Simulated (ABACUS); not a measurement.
Consider a self-consistent single point of CsPbBr₃ (Pm-3m, 5 atoms in the cell; from Materials Project mp-600089).

```yaml
crystal:
  lattice:
    - [5.94863, 0.00000, 0.00000]
    - [0.00000, 5.94863, 0.00000]
    - [0.00000, 0.00000, 5.94863]
  atoms:
    - { symbol: Cs, position: [0.00000, 0.00000, 0.00000] }
    - { symbol: Pb, position: [0.50000, 0.50000, 0.50000] }
    - { symbol: Br, position: [0.50000, 0.50000, 0.00000] }
    - { symbol: Br, position: [0.00000, 0.50000, 0.50000] }
    - { symbol: Br, position: [0.50000, 0.00000, 0.50000] }
```

All values come from this method and carry its errors: PBE-D3(BJ), PseudoDojo 0.5 standard norm-conserving PBE (tails mended) pseudopotentials (plane waves; ABACUS 3.10.1).

ABACUS settings:

- KPT: MP 3 3 3 0 0 0
- basis_type: pw
- dft_functional: PBE
- ecutwfc: 62.5 Ry
- smearing_method: fixed
- vdw_method: d3_bj
- potentials: PseudoDojo 0.5 standard norm-conserving PBE (tails mended)
- symmetry: 1
- ks_solver: dav_subspace
- scf_nmax: 100
- scf_thr: 1.0e-09 Ry
- mixing_type: broyden

Results:

* **Number of valence electrons**: 44
* **Number of bands**: 32
* **Number of k-points after the program's reduction**: 4
* **Number of plane waves (most at a k-point)**: 11852
* **Number of SCF iterations**: 8
* **FFT grid**: 60 × 60 × 60
* **Free energy E − TS**: -3829.8583 eV
* **Pressure**: -0.57 GPa
* **Dispersion energy**: -1.054 eV

Stress (GPa, positive for compression):
```
-0.57   0.00   0.00
 0.00  -0.57   0.00
 0.00   0.00  -0.57
```

For comparison: a first run (DFT, PBE, plane waves, PseudoDojo 0.5 standard norm-conserving PBE (tails mended) pseudopotentials) was changed to give this one (vdw_method: default → d3_bj), and from it to this one the pressure goes from 0.23 to -0.57 GPa.

Spin-orbit coupling is left out, which matters for bands and gaps with elements this heavy. The structure comes from a collection of computed structures, made at another level of theory; the collection holds predicted forms beside known ones.

Cost on one core: very roughly 40 core-seconds.

“Tails mended”: in these copies of the files the far tail of each local potential was reset to the Coulomb form.
